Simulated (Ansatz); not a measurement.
CdS:
```
CELL_PARAMETERS angstrom
      4.07342     0.00000     0.00000
     -2.03671     3.52769     0.00000
      0.00000     0.00000     6.63879
ATOMIC_POSITIONS crystal
  Cd 0.66667 0.33333 0.00060
  Cd 0.33333 0.66667 0.50060
  S  0.66667 0.33333 0.62460
  S  0.33333 0.66667 0.12460
```

Relaxed with LDA. Special points in fractions of this cell's reciprocal vectors: Γ (0.000, 0.000, 0.000); M (0.500, 0.000, 0.000); K (0.333, 0.333, 0.000); A (0.000, 0.000, 0.500); L (0.500, 0.000, 0.500); H (0.333, 0.333, 0.500).

List the band energies nearest the valence-band maximum at these points for DFT-LDA in the program Ansatz with PAW potentials.

In eV from the valence-band maximum; about four levels below and three above (degenerate sets whole), none deeper than 8.9 eV; points with the same levels are listed once.

```
k                        below                above
-  ---------------------------  -------------------
Γ  -0.83 -0.83 -0.06 0.00 0.00  1.03 2.61 6.27 6.27
M      -2.91 -2.07 -1.45 -0.83       3.59 3.66 4.87
K      -3.42 -2.04 -2.04 -1.82       4.31 5.09 5.09
A      -0.43 -0.43 -0.43 -0.43  2.71 2.71 5.98 5.98
L      -1.49 -1.49 -1.47 -1.47  3.25 3.25 5.20 5.20
H      -2.69 -2.69 -1.25 -1.25  4.25 4.25 5.86 5.86
```

Space group P6_3mc (wurtzite). The cell was relaxed with LDA under the symmetry of its start; phonons on a q-mesh show no instability. Spin–orbit coupling is left out wherever it is not named.

Potentials: the later of the program's two PAW sets.
